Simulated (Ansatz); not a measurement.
A distorted cell of CsNb(PO4)2 (space group C2/m):

```
CsNb(PO4)2
1.0
    4.33619    -2.58929     0.00000
    4.33619     2.58929     0.00000
   -0.44928     0.00000     8.66028
Cs Nb P O
1 1 2 8
Direct
  0.00000   0.00000   0.00000
  0.00000   0.00000   0.50000
  0.35519   0.35519   0.69861
  0.64481   0.64481   0.30139
  0.30829   0.78498   0.34558
  0.69171   0.21502   0.65442
  0.21502   0.69171   0.65442
  0.78498   0.30829   0.34558
  0.78791   0.78791   0.41906
  0.21209   0.21209   0.58094
  0.68376   0.68376   0.13675
  0.31624   0.31624   0.86325
```

All values below come from PBEsol (plane waves to 420 eV, PAW, scalar-relativistic; Ansatz, a quantum-chemistry and plane-wave program). k mesh 6×6×3 (Γ-centred), Fermi-Dirac smearing 0.05 eV. Energies are smeared free energies. Compression counts positive. CsNb(PO4)2 is run without spin polarisation. CsNb(PO4)2 was relaxed with its symmetry unable to fall.

### Question
What is the stress tensor (GPa)?

### Answer
```
   1.67     0.00    -0.37
   0.00     3.14     0.00
  -0.37     0.00     0.95
```
The pressure, a third of the trace, is 1.92 GPa.

### Question
It is the relaxed cell scaled evenly to V/V₀ = 0.955, atoms relaxed where free. What is its energy relative to the relaxed cell?

### Answer
4.5 meV/atom.

(A scan under strain: stresses follow from slopes of the energy per volume, elastic moduli from its curvatures.)
